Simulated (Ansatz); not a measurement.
**What DFT gives for BeSnI3**

```
CELL_PARAMETERS angstrom
6.25718 0.00000 0.00000
0.00000 6.25718 0.00000
0.00000 0.00000 6.25718
ATOMIC_POSITIONS crystal
Sn 0.50000 0.50000 0.50000
I 0.00000 0.50000 0.50000
I 0.50000 0.00000 0.50000
I 0.50000 0.50000 0.00000
Be 0.00000 0.00000 0.00000
```

The numbers come from plane-wave PAW DFT (Ansatz): PBE, no spin polarisation, 420 eV, 6×6×6 Γ-centred k points, cold occupations (width 0.0323 eV). Nothing was relaxed.

Q: What is the formation energy?

A: 0.47 eV an atom against the elements' usual phases (free molecules for gases, crystals otherwise, with no correction for O₂ or N₂), so at this geometry it isn't bound against them. Relaxing would lower it.

Q: Metal or insulator?

A: It is a metal, with about 4.7 states/eV a cell as the mean within 0.25 eV of the Fermi level, mostly Be s (51 %) and I p (40 %).

Q: How is the charge shared?

A: Bader charges in e: Be +0.37, Sn +0.97, I -0.45. In the mean Sn gives up most and I takes most.

Q: Describe some of the short contacts.

A: Sn–I at 3.13 Å: least valence density 0.21 e/Å³ and ELF 0.39 there. Be–I at 4.42 Å: least valence density 0.02 e/Å³ and ELF 0.04 there, so no covalent bond. Both are smooth PAW fields, read partly inside the augmentation spheres.

Q: Is the cell too large or too small?

A: The pressure is -1.3 GPa (compression positive), so with the atoms held at these fractions the cell would first shrink.

Origin: a known structure type with other elements, at an estimated volume, so it need not be a known compound. Caveats: many states at the Fermi level without spin polarisation, so a magnetic state may lie lower.
